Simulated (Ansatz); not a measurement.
System: NiO, 4 atoms in the cell.

```
CELL_PARAMETERS angstrom
4.17000 2.08500 2.08500
2.08500 4.17000 2.08500
2.08500 2.08500 4.17000
ATOMIC_POSITIONS crystal
Ni 0.00000 0.00000 0.00000
Ni 0.50000 0.50000 0.50000
O 0.25000 0.25000 0.25000
O 0.75000 0.75000 0.75000
```

All numbers below come from PBE+U, plane waves, PAW datasets (generated soft set 1) (Ansatz 0.2.0 development build).

Cutoff 420 eV; k-mesh 4×4×4 Γ-centred; fixed occupations; starting moments Ni1 2, Ni2 -2 μB; U(eff) = 6 eV on Ni d (Dudarev, default projectors).

As given, the pressure is 12.52 GPa.

Q: The cell is scaled to 98 % of its volume at fixed fractional coordinates. What happens?

A: The pressure goes up by 4.89 GPa to 17.41 GPa, a clamped-ion bulk modulus of about 242 GPa at this volume, and the free energy changes by +16.9 meV/atom.

The stress includes the program's correction for the finite plane-wave basis.

The k-mesh is modest, so these values aren't fully converged in k. With open shells the self-consistent state may not be the lowest one.
